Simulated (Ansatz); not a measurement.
Field gradients of Si₃N₄ from run to run

Cell of run 1: a structure deposited in the COD.

Space group P6_3/m (No. 176); a = 7.6322, c = 2.9191 Å, γ = 120.00°.

```
site  Wyckoff  site symmetry       x       y       z
  Si       6h            m..  0.1952  0.7656  0.2500
  N7       2c           -6..  0.3333  0.6667  0.2500
  N9       6h            m..  0.3394  0.0362  0.2500
```

One atom of each set is listed.

Relaxed positions (PBE, cell held):

Si (0.1745, 0.7684, 0.2500)
N7 (0.3333, 0.6667, 0.2500)
N9 (0.3299, 0.0303, 0.2500)

All runs are DFT with Ansatz 0.2.0 (plane waves and PAW, scalar-relativistic unless spin–orbit coupling is named, Γ-centred meshes, Fermi–Dirac smearing where given) in this cell.

Run 1: PBE, gradients read without the response of the cores, atoms as given; 420 eV, 4×4×9 k-points, smearing 0.02 eV.
Run 2: PBE, gradients read without the response of the cores, atoms relaxed; 420 eV, 4×4×9 k-points, smearing 0.02 eV.
Run 3: r2SCAN, gradients read without the response of the cores, at the relaxed atoms; 500 eV, 4×4×9 k-points, smearing 0.02 eV.

```tsv
run	Si V_zz (η)	N7 V_zz (η)	N9 V_zz (η)
1	-4.29 (0.16)	-2.75 (0.00)	-6.24 (0.27)
2	?	?	?
3	0.88 (0.28)	-5.30 (0.00)	-5.28 (0.08)
```

V_zz in 10²¹ V/m².

Task: Estimate the row of run 2.

Result: Si: 0.88 (0.31); N7: -5.20 (0.00); N9: -5.26 (0.07). It lies nearest to run 3, from whose tensors on these sites it differs by 0.10 at most (largest principal value of the difference, on N7). Taken one at a time, the positions of the atoms (as given or relaxed) move the tensors on these sites by up to 3.71 (largest principal value of the change, on Si), the functional (r2SCAN with its higher cutoff) by 0.10 (N7). On some sites the largest principal value moves to another axis from run to run, and the sign of V_zz can flip with it.

The database positions were far from equilibrium, so the relaxed structure may not be the compound's real one. In run 1 the atoms aren't at the calculated equilibrium (largest force 9.4 eV/Å). The cell isn't the equilibrium one in run 1 (calculated pressure 11 GPa, with larger principal stresses), and the entry's cell may itself be off. Run 1: The database positions are far from the calculated equilibrium, so these values describe the entry as written and may be far from the real compound's.
